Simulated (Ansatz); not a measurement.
Input:

Ca (bcc (W type), space group No. 229), a = b = c = 4.322 Å, α = β = γ = 90.00°; the cell used has 1 atom.

This is the PBEsol-relaxed structure.

All from DFT-PBEsol in the program Ansatz with PAW potentials, unless another level is named. Estimate the elastic constants (relaxed ions, GPa).

C11 = 17.9, C12 = 17.4, C44 = 15.6.

And the zero-point energy?

20.7 meV/atom.

Next, the vibrational entropy at 300 K?

42.9 J/(K·mol of atoms).

Space group Im-3m (bcc (W type)). This is a known high-temperature phase of the composition, computed here at zero pressure and temperature. The cell was relaxed with PBEsol under the symmetry of its start; whether a distortion lowers the energy is not shown. As this level gives no gap, shear constants depend on the k-mesh and smearing (Fermi–Dirac, 0.1 eV here).

Potentials: the earlier of the program's two PAW sets. The files were generated under PBE; for other functionals the program regenerates the frozen cores, and for LDA and PBEsol the local potential too.
